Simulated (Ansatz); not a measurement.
# An elastic constant from a strain scan in C

All numbers below come from DFT r2SCAN, scalar-relativistic, plane waves, PAW (Ansatz 0.2.0). Settings: plane waves to 500 eV, k-mesh 12×12×6 (Γ-centred), Gaussian smearing 0.05 eV. No spin polarisation. Energies are free energies at this smearing, counted from the undisturbed cell; pressure is positive in compression.

Reference structure (relaxed at this level):

```
CELL_PARAMETERS angstrom
2.50319 0.00000 0.00000
-1.25160 2.16783 0.00000
0.00000 0.00000 4.16888
ATOMIC_POSITIONS crystal
C 0.33333 0.66667 0.06273
C 0.66667 0.33333 0.56273
C 0.33333 0.66667 0.43727
C 0.66667 0.33333 0.93727
```

The cell is strained by ε times the Voigt pattern (0, 0, 1, 0, 0, 0) (xx, yy, zz, yz, xz, xy; engineering shear) with fractional coordinates fixed. The cell holds 4 atoms in V0 = 22.62 Å³. The stress column is τ = (1/V0) dE/dε, got from the stress tensor σ (compression positive) at each point as −det(1 + εP) σ : P(1 + εP)⁻¹, with P the pattern as a tensor.

| ε | ΔE (meV/atom) | τ (GPa) |
| --- | --- | --- |
| -0.0400 | 42.301 | -63.068 |
| -0.0300 | 23.178 | -45.487 |
| -0.0200 | 10.039 | -29.175 |
| -0.0100 | 2.446 | -14.035 |
| 0.0000 | 0.000 | 0.007 |
| 0.0100 | 2.330 | 13.027 |
| 0.0200 | 9.086 | 25.097 |
| 0.0300 | 19.945 | 36.285 |
| 0.0350 | 26.818 | 41.565 |
| 0.0400 | ? | ? |

Problem. Which combination of elastic constants does this scan measure, and how large is it?

Solution. For small ε, τ = τ0 + Kε with K = pᵀCp, which for this pattern is C33 in the Cartesian frame shown. The parabola through τ at ε = -0.0100, 0 and 0.0100 has slope K = 1353 GPa at zero. The energies per cell, E = NΔE, of the same two points give K = 2[E(ε₊)/ε₊ − E(ε₋)/ε₋]/[(ε₊ − ε₋)V0] = 1353 GPa, in agreement. These are clamped-ion values.

Problem. Predict the withheld row at ε = 0.0400 from the harmonic law, and compare.

Solution. ΔE = V0(τ0 ε + Kε²/2)/N = 38.222 meV/atom and τ = 54.13 GPa. The calculation gives 34.604 meV/atom and 46.65 GPa: the energy lies 9 % below the harmonic value, as bonds soften when stretched.

Forces appear on the atoms along this scan, and letting them relax would lower the energy and soften the response.